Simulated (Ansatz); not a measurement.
A relaxed cell of Sc4Al is given with its symmetry left out. The cell was found from a structure generator's guess, not taken from experiment.

The calculation used DFT PBE, scalar-relativistic, plane waves, PAW in Ansatz. Cutoff 420 eV, Γ-centred mesh, Gaussian smearing, no spin polarisation.

```
CELL_PARAMETERS angstrom
3.25594 0.00000 0.00000
-1.62797 2.81972 0.00000
0.00000 0.00000 25.31844
ATOMIC_POSITIONS crystal
Sc 0.33333 0.66667 0.65660
Sc 0.33333 0.66667 0.84340
Sc 0.33333 0.66667 0.05141
Sc 0.33333 0.66667 0.44859
Sc 0.66667 0.33333 0.94859
Sc 0.66667 0.33333 0.15660
Sc 0.66667 0.33333 0.34340
Sc 0.66667 0.33333 0.55141
Al 0.33333 0.66667 0.25000
Al 0.66667 0.33333 0.75000
```

The zero of energy is the elements' standard structures at the same level; no fitted shifts are applied.

Question: Find its symmetry and describe it.

Answer: P6_3/mmc (No. 194), with Sc and Al ordered on hcp sites. Conventional cell: a = 3.256 Å, c = 25.318 Å. Sc on its first site is surrounded by 3 Al at 3.02 Å and 9 Sc at 3.26 Å; Sc on its second site has 12 Sc at 3.21–3.26 Å; Al has 6 Sc at 3.02 Å and 6 Al at 3.26 Å.

Question: How far does it lie from the elements in energy?

Answer: −0.06 eV/atom.

Question: Is it a metal?

Answer: Yes, bands cross the Fermi level on the 12×12×2 mesh.

The last run used a 12×12×2 mesh (in the run's order of axes) for its 10-atom cell and Gaussian smearing of 0.10 eV. The cell is a metal run without spin; a magnetic state may lie lower. Symmetry constrained the relaxation, so the result can be a saddle point. Another cell of Sc4Al relaxed alike, in R-3m, lies 109 meV/atom lower, so this cell isn't the stable form at this level.
